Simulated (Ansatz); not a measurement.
Work and stress of cleavage in Al

All numbers below come from DFT PBEsol, scalar-relativistic, plane waves, PAW (Ansatz 0.2.0). Settings: plane waves to 420 eV, k-mesh 5×17×5 (Γ-centred), Gaussian smearing 0.15 eV. No spin polarisation. Energies are free energies at this smearing, counted from the undisturbed cell; pressure is positive in compression.

The starting cell (relaxed at this level; this form isn't the usual structure):

```
CELL_PARAMETERS angstrom
-1.41814 -2.45629 9.32215
1.41814 -2.45629 0.00000
8.50885 4.91259 0.00000
ATOMIC_POSITIONS crystal
Al 0.00000 0.50000 0.05210
Al 0.00000 0.00000 0.30210
Al 0.00000 0.50000 0.55210
Al 0.00000 0.00000 0.80210
Al 0.25000 0.37500 0.94793
Al 0.25000 0.87500 0.19793
Al 0.25000 0.37500 0.44793
Al 0.25000 0.87500 0.69793
Al 0.50000 0.75000 0.92710
Al 0.50000 0.25000 0.17710
Al 0.50000 0.75000 0.42710
Al 0.50000 0.25000 0.67710
Al 0.75000 0.62500 0.15627
Al 0.75000 0.12500 0.40627
Al 0.75000 0.62500 0.65627
Al 0.75000 0.12500 0.90627
```

The cut lies on the cell's a–b face, a (1 0 1) plane (indices in the standard cell, whose axes needn't be the Cartesian ones shown) of area 27.34 Å², between layers 0.99 Å apart. Vector c is lengthened by d along the normal with the atoms' Cartesian places fixed: one unrelaxed cut a cell. The traction is positive where the two halves pull on each other.

| d (Å) | energy (J/m²) | traction (GPa) |
| --- | --- | --- |
| -0.30 | 0.37 | -28.2 |
| 0.00 | 0.00 | -0.2 |
| 0.25 | 0.14 | 9.9 |
| 0.50 | 0.43 | 12.1 |
| 0.75 | 0.73 | 11.7 |
| 1.00 | 1.00 | 10.6 |
| 1.50 | 1.46 | 7.5 |
| 2.00 | 1.76 | 4.6 |
| 3.00 | 2.03 | 1.3 |
| 4.50 | 2.11 | 0.1 |
| 6.00 | 2.12 | 0.0 |

Question: What are the work of separation and the cleavage stress, and do they fit the universal binding curve?

Answer: The energy levels off near W ≈ 2.12 J/m² (the traction is down to 0.0 GPa), the energy of the two unrelaxed faces, 1.06 J/m² each on average. The largest sampled traction is 12.1 GPa at d = 0.50 Å, and a parabola through it and its two neighbours peaks at σ_max ≈ 12.3 GPa, d ≈ 0.59 Å. The curve E = W[1 − (1 + d/ℓ)exp(−d/ℓ)] peaks in traction at d = ℓ with σ_max = W/(eℓ); with 1 J/m² per Å = 10 GPa this W and σ_max give ℓ = 0.63 Å. A parabola through that curve at the same three d peaks at 0.64 Å, against 0.59 Å here, a fair fit. Real crystals break at far lower stress, because cracks concentrate it, and on the plane of lowest W, which needn't be this one.

The cut is rigid; relaxing the faces lowers these energies and usually the stresses.

In a metal these slopes depend on the k mesh and the smearing.

Cost: 11 runs of about 15 core-minutes in all, on AMD EPYC 9R45 (Zen 5) (shared hosts).